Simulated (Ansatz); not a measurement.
Mg:
```
CELL_PARAMETERS angstrom
      0.00000     4.12124     4.12124
      4.12124     0.00000     4.12124
      4.12124     4.12124     0.00000
ATOMIC_POSITIONS crystal
  Mg 0.75000 0.75000 0.75000
  Mg 0.50000 0.50000 0.50000
  Mg 0.12500 0.62500 0.12500
  Mg 0.12500 0.12500 0.12500
  Mg 0.62500 0.12500 0.12500
  Mg 0.12500 0.12500 0.62500
```

Relaxed with PBEsol. Special points in fractions of this cell's reciprocal vectors: Γ (0.000, 0.000, 0.000); X (0.500, 0.000, 0.500); U (0.625, 0.250, 0.625); K (0.375, 0.375, 0.750); L (0.500, 0.500, 0.500); W (0.500, 0.250, 0.750).

**Question.** List the band energies nearest the Fermi level at these points for PBEsol (plane waves, PAW; program Ansatz).

**Answer.** In eV from the Fermi level; about four levels below and three above (degenerate sets whole), none deeper than 8.9 eV; points with the same levels are listed once.

| k | below | above |
|---|---|---|
| Γ | -0.28 -0.07 -0.07 -0.07 | 1.55 1.55 1.83 1.83 1.83 |
| X | -2.59 -2.59 -2.47 -2.47 | 3.17 3.17 3.30 3.30 |
| U | -4.14 -2.33 -2.21 -0.27 | 1.51 1.60 2.27 2.27 |
| L | -0.92 -0.92 -0.91 -0.91 -0.42 | 2.56 2.93 2.93 |
| W | -3.87 -3.87 -0.26 -0.26 | 0.39 0.39 3.62 3.62 |

Space group Fd-3m. The start of the workflow was typed in or built on a structure type; neither database checked (COD, Materials Project) lists it. It is not the phase usual at ambient conditions (space group No. 194). The cell was relaxed with PBEsol under the symmetry of its start; whether a distortion lowers the energy is not shown.

Potentials: the earlier of the program's two PAW sets. The files were generated under PBE; for other functionals the program regenerates the frozen cores, and for LDA and PBEsol the local potential too.
